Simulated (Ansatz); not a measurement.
## What DFT gives for BRu₃Br

```xyz
10
Lattice="5.7825 0.0000 0.0000 -2.8913 5.0078 0.0000 0.0000 -3.3385 6.0367" Properties=species:S:1:pos:R:3 pbc="T T T"
Br    0.0000    0.0000    0.0000
Br    2.8913   -1.6693    3.0184
B     0.0000    0.0000    4.5275
B     2.8913    1.6693    1.5092
Ru    1.7254    0.0000    4.5275
Ru   -0.8627    1.4942    4.5275
Ru    4.9198   -1.4942    4.5275
Ru    1.1659    1.6693    1.5092
Ru    3.7540    0.1750    1.5092
Ru   -2.0286    3.1635    1.5092
```

Single point in Ansatz 0.2.0 with r2SCAN, no spin polarisation. Cutoff 500 eV, PAW datasets, 7×7×7 Γ-centred k mesh, fermi-dirac filling (width 0.0433 eV).

Task: Is the cell too large or too small?

Result: The pressure is 6.5 GPa (compression positive), so with the atoms held at these fractions the cell would first expand; the forces are large, so a full relaxation may end otherwise. The principal stresses -15.3, 17.4, 17.4 GPa differ, so its shape would change too.

Task: Which element gives electrons and which takes them?

Result: Bader charges in e: B +1.23, Ru -0.26, Br -0.45. In the mean B gives up most and Br takes most.

Task: Is there a gap?

Result: It is a metal, with about 11 states/eV a cell as the mean within 0.25 eV of the Fermi level, mostly Ru d (91 %).

Task: Which atom feels the largest force, and which way?

Result: The largest is on Ru5 (and as large on other atoms): 5.69 eV/Å, components (5.69, 0.00, 0.00). It makes 180° with the line to a nearest neighbour, B3 at 1.73 Å, pointing away from it.

Task: What is the formation energy?

Result: 1.63 eV an atom against the elements' usual phases (free molecules for gases, crystals otherwise, with no correction for O₂ or N₂), so at this geometry it isn't bound against them. Relaxing would lower it.

Origin: a known structure type with other elements, at an estimated volume, so it need not be a known compound. Caveats: many states at the Fermi level without spin polarisation, so a magnetic state may lie lower; atoms or cell far from equilibrium.
